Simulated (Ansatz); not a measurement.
Computed with DFT PBE, scalar-relativistic, plane waves, PAW in Ansatz. Settings: cutoff 420 eV, Γ-centred meshes spaced at most about 0.3 Å⁻¹ (2π included), Gaussian smearing. No spin polarisation in the final relaxations.

These are static total energies at zero pressure.

Compare these two cells of Ce₂HfO₆, each relaxed at this level.

A.

```
CELL_PARAMETERS angstrom
-1.88462 1.88462 8.04835
1.88462 -1.88462 8.04835
1.88462 1.88462 -8.04835
ATOMIC_POSITIONS crystal
Ce 0.66397 0.66397 0.00000
Ce 0.33603 0.33603 0.00000
Hf 0.00000 0.00000 0.00000
O 0.07726 0.57726 0.50000
O 0.75000 0.25000 0.50000
O 0.42274 0.92274 0.50000
O 0.25000 0.75000 0.50000
O 0.92274 0.42274 0.50000
O 0.57726 0.07726 0.50000
```

B.

```
CELL_PARAMETERS angstrom
3.79463 0.00000 0.00000
-1.89731 3.28624 0.00000
0.00000 0.00000 9.18623
ATOMIC_POSITIONS crystal
Ce 0.66667 0.33333 0.82407
Ce 0.33333 0.66667 0.17593
Hf 0.00000 0.00000 0.50000
O 0.00000 0.00000 0.73343
O 0.33333 0.66667 0.43090
O 0.66667 0.33333 0.08830
O 0.66667 0.33333 0.56910
O 0.00000 0.00000 0.26657
O 0.33333 0.66667 0.91170
```

Problem. Which is lower in energy, and by how much?

Solution. B is lower, by 16 meV/atom. A has Ce and Hf ordered on fluorite sites, space group I4/mmm (No. 139), 12.7 Å³/atom and a gap of 1.85 eV on its mesh; B has Ce and Hf ordered on fluorite sites, space group P-3m1 (No. 164), 12.7 Å³/atom and a gap of 1.61 eV. Counting O atoms around Ce and Hf (those within 1.25 times the shortest such distance or 1.15 times the sum of covalent radii), A and B both have Ce 8, Hf 8. Both come from invented guesses.

Spin–orbit coupling, which can matter for Hf, is left out. Kohn–Sham gaps at this level usually fall short of measured ones. The 4f shell of Ce is treated without a Hubbard U, which places its levels poorly. Cells relaxed within their symmetry can be saddle points.
